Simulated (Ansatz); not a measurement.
WSe2:
```
WSe2
1.0
    3.30261     0.00000     0.00000
   -1.65130     2.86014     0.00000
    0.00000     0.00000    13.22578
W Se
2 4
Cartesian
  1.65130   0.95338   9.91933
  0.00000   1.90676   3.30644
  0.00000   1.90676  11.58296
  1.65130   0.95338   1.64282
  1.65130   0.95338   4.97007
  0.00000   1.90676   8.25570
```

Relaxed with r²SCAN+D4. Independent-particle spectrum: no excitons, no local fields, no scissors shift; 0.1 eV broadening; ε₁ of the summed bands alone.

### Question
Tabulate the dielectric function from r²SCAN+D4 in the plane-wave PAW code Ansatz.

### Answer


```csv
E (eV),ε₁ xx,ε₂ xx,ε₁ zz,ε₂ zz
0.0,14.21,0.00,9.07,0.00
0.4,14.40,0.00,9.12,0.00
0.8,15.06,0.00,9.27,0.00
1.2,16.51,0.00,9.55,0.00
1.6,21.25,1.28,10.01,0.00
2.0,19.23,6.66,10.79,0.01
2.4,23.86,12.56,12.65,0.16
2.8,16.98,17.96,13.28,5.40
3.2,7.78,20.12,10.84,4.59
3.6,2.42,15.26,10.46,3.85
4.0,5.98,10.68,12.92,3.88
4.4,6.25,17.59,12.65,8.31
4.8,-0.61,12.84,14.16,12.68
5.2,-0.19,10.94,9.77,13.80
5.6,0.69,10.13,9.78,14.64
6.0,-1.26,10.28,-1.06,18.34
6.4,-2.78,8.52,-2.45,9.33
6.8,-3.18,7.96,-0.29,6.80
7.2,-3.05,5.24,0.56,6.10
7.6,-2.84,4.13,2.71,6.65
8.0,-0.96,3.50,2.63,7.87
8.4,-0.45,4.08,1.14,9.23
8.8,-0.63,3.83,0.06,9.97
9.2,-0.54,3.95,-2.58,8.88
9.6,-0.70,3.80,-2.17,6.62
10.0,-0.37,2.92,-2.49,6.39
10.4,0.93,3.81,-1.84,6.50
10.8,-0.24,4.15,-4.05,5.67
11.2,-0.19,4.98,-3.89,4.24
11.6,-1.89,4.28,-3.69,3.12
12.0,-1.62,3.62,-3.15,2.82
```

### Question
From ε at 2.2 eV (xx: 21.07 + 6.44i), find n, k, the normal reflectivity and the absorption coefficient.

### Answer
n = 4.64, k = 0.694, R = 43 %, α = 2kE/ħc = 150000 cm⁻¹.

With all bands, ε∞ without local fields is 14.3 (xx = yy), 9.14 (zz). DFPT, with local fields, gives 14.4 (xx = yy), 6.14 (zz).

Space group P6_3/mmc. The r²SCAN+D4 relaxation kept the symmetry of its start; phonons on a q-mesh show no instability. No spin polarisation was allowed. Scalar-relativistic: spin–orbit coupling is off unless named, which matters more the heavier the elements.

Potentials: the later of the program's two PAW sets.
